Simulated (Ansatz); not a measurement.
The start is a randomly generated symmetric cell of Be (space group No. 164). Cell shape, volume and atoms are optimised at zero target pressure with r2SCAN (plane waves to 500 eV, PAW, scalar-relativistic; Ansatz, a program for electronic structure). First-step values are on the input's coarse k-mesh.

Ansatz input (later rounds restart from its end on a renewed k-mesh):
Ansatz 0.2 input:
```yaml
crystal:
  lattice:
    - [2.9586124, 0, 0]
    - [-1.4793062, 2.5622335, 0]
    - [0, 0, 2.4534387]
  atoms:
    - { symbol: Be, position: [0.66666667, 0.33333333, 0.15554262] }
    - { symbol: Be, position: [0.33333333, 0.66666667, 0.84445738] }
basis: { ecutwfc: 500, ecutrho_ratio: 4, xc_grid: 4, fft_grid_basis: typed }
kpoints: { mp_grid: { grid: [13, 13, 13] } }
hamiltonian:
  xc: r2scan
  dispersion: none
  pseudopotentials: { kind: paw }
scf: { occupations: { method: fermi_dirac, width: 0.05 } }
relax: { f_tol: 0.01, max_steps: 100, cell: { stress_tol: 0.02 } }
output: { forces: true, stress: true }
```

Problem. How large is the pressure on the unrelaxed cell, and of which sign?

Solution. +15.5 GPa (positive: the cell is compressed).

Problem. Which atoms feel the largest initial force, and how large is it?

Solution. 4.35 eV/Å, on Be1, Be2 (atoms numbered as listed).

Problem. Does the structure survive the relaxation? Give the final space group.

Solution. The space group goes from P-3m1 (No. 164) to P6₃/mmc (No. 194), with 2 atoms in the primitive cell.

Problem. How much energy is released per atom?

Solution. 0.57 eV/atom.

Problem. How does the volume change?

Solution. +6.2 %, from 9.30 to 9.87 Å³/atom.

Problem. How do the shortest distances between atoms change?

Solution. The closest pairs of elements (up to four, under 3.6 Å), start → end: Be–Be 1.87 → 2.15 Å.

Problem. Is the relaxed structure metallic? Give its gap.

Solution. No gap (metallic).

Problem. What does it relax into? Give the structure.

Solution. 
Space group P6₃/mmc (No. 194); a = b = 3.1239 Å, c = 2.3361 Å, α = β = 90.00°, γ = 120.00°

```json
[
 {"atom": "Be", "site": "2d", "symmetry": "-6m2", "x": "0.6667", "y": "0.3333", "z": "0.2500"}
]
```

Final values are on a 17×17×20 k-mesh of the relaxed cell. No spin polarisation in the result.

The run could not lose the symmetry of its start.
